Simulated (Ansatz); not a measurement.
Compressing BaMg$_{2}$Sb$_{2}$

All numbers below come from DFT r2SCAN, scalar-relativistic, plane waves, PAW (Ansatz). (500 eV cutoff, 6×6×4 k-mesh, Gaussian smearing of 0.02 eV, no spin polarisation)

Reference structure (relaxed):

```xyz
5
Lattice="4.7906 0.0000 0.0000 -2.3953 4.1488 0.0000 0.0000 0.0000 8.1912" Properties=species:S:1:pos:R:3 pbc="T T T"
Ba    0.0000    0.0000    0.0000
Mg    0.0000    2.7658    5.1050
Mg    2.3953    1.3829    3.0862
Sb    0.0000    2.7658    2.2064
Sb    2.3953    1.3829    5.9848
```

Cell and atoms are relaxed at each pressure within the symmetry of the start, at zero temperature, so transitions that lower the symmetry aren't seen. The k-mesh given is that at zero pressure and may differ at others. a, b and c are the lengths of the cell vectors above. Gaps are generalised Kohn–Sham gaps over the whole zone.

Spin-orbit coupling is left out, which matters for the bands and energies of heavy elements.

Pressures computed: -3, 3, 8, 15, 30, 60 GPa.

**Question.** At which pressure does the cell have a = 4.082, b = 4.082 and c = 6.700 Å?

**Answer.** About 60 GPa, where V/V0 = 0.594 and the gap is 0.22 eV.